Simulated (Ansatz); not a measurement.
## Strain response of Al

Level of theory: Ansatz 0.2.0, DFT PBEsol+D3(BJ), scalar-relativistic, plane waves, PAW. Run with 420 eV cutoff, 24×24×6 k-mesh, Gaussian smearing of 0.10 eV, no spin polarisation.

Starting point, cell and atoms relaxed:

```
CELL_PARAMETERS angstrom
2.80112 0.00000 0.00000
-1.40056 2.42584 0.00000
0.00000 0.00000 9.19283
ATOMIC_POSITIONS crystal
Al 0.00000 0.00000 0.00000
Al 0.33333 0.66667 0.25000
Al 0.00000 0.00000 0.50000
Al 0.66667 0.33333 0.75000
```

Deformation: c alone is stretched, the rest of the cell is held and the atoms relax, all within the symmetry that the strain leaves. Energies are extrapolated to zero smearing. Stress is positive in compression, on the Cartesian axes of the cell above. On this cell's mesh the reference holds a stress of up to 0.17 GPa.

| strain (%) | ΔE (meV/atom) | a (Å) | b (Å) | c (Å) | σxx (GPa) | σyy (GPa) | σzz (GPa) |
| --- | --- | --- | --- | --- | --- | --- | --- |
| -3.0 | 7.8 | 2.801 | 2.801 | 8.917 | 1.68 | 1.68 | 5.39 |
| -2.0 | 3.4 | 2.801 | 2.801 | 9.009 | 1.02 | 1.02 | 3.48 |
| -1.0 | 1.0 | 2.801 | 2.801 | 9.101 | 0.36 | 0.36 | 1.82 |
| +0.0 | 0.0 | 2.801 | 2.801 | 9.193 | -0.17 | -0.17 | 0.15 |
| +1.0 | 0.6 | 2.801 | 2.801 | 9.285 | -0.67 | -0.67 | -1.37 |
| +2.0 | 2.6 | 2.801 | 2.801 | 9.377 | -1.08 | -1.08 | -2.91 |
| +3.0 | 6.3 | 2.801 | 2.801 | 9.469 | -1.39 | -1.39 | -4.41 |

This form isn't the element's structure at ambient conditions.

Cost: 7 runs of about 1.7 core-minutes in all, on Arm Neoverse V1 (shared hosts).